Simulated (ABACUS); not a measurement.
Band structure of Ti (Im-3m, 1 atom in the cell; from COD 9012924, lattice scaled a little).

```xyz
1
Lattice="-1.6454 1.6454 1.6454 1.6454 -1.6454 1.6454 1.6454 1.6454 -1.6454" Properties=species:S:1:pos:R:3 pbc="T T T"
Ti     0.0000     0.0000     0.0000
```

Method: ABACUS with LDA (PW92), numerical atomic orbitals DZP (confined pseudo-atomic orbitals with Gaussian additions; energy shift 0.003 Ry), PseudoDojo 0.4 standard norm-conserving LDA (tails mended) pseudopotentials.

Settings: basis = DZP numerical atomic orbitals, energy shift 0.003 Ry; KPT = Gamma 12 12 12 0 0 0; basis_type = lcao; dft_functional = PWLDA; ecutwfc = 100 Ry; smearing_method = fd; smearing_sigma = 0.00734986 Ry; potentials = PseudoDojo 0.4 standard norm-conserving LDA (tails mended); symmetry = 1; nbands = 12; ks_solver = genelpa; scf_nmax = 100; scf_thr = 1.0e-07; mixing_type = pulay.

The atom-centred basis is finite, which shifts total energies and pressures against plane waves.

Points are given in units of this cell's reciprocal vectors. Levels in eV from the Fermi level, bands 3 to 8:
| point | 3 | 4 | 5 | 6 | 7 | 8 |
|---|---|---|---|---|---|---|
| Γ (0 0 0) | -32.13 | -32.13 | -5.85 | 0.94 | 0.94 | 0.94 |
| H (0.5 -0.5 0.5) | -32.57 | -32.57 | -2.03 | -2.03 | 3.82 | 3.82 |
| N (0 0 0.5) | -32.33 | -32.13 | -2.40 | -0.40 | 1.13 | 2.65 |
| P (0.25 0.25 0.25) | -32.45 | -32.45 | -0.60 | -0.60 | -0.60 | 3.06 |

2 bands cross the Fermi level along this path, so the cell has no gap at this level.

Higher empty bands are left out: an atom-centred basis made for the valence describes them poorly.

The atomic orbitals were generated for these runs; they are not ABACUS's published sets and were checked against plane waves on a few crystals only.

“Tails mended”: in these copies of the files the far tail of each local potential was reset to the Coulomb form.
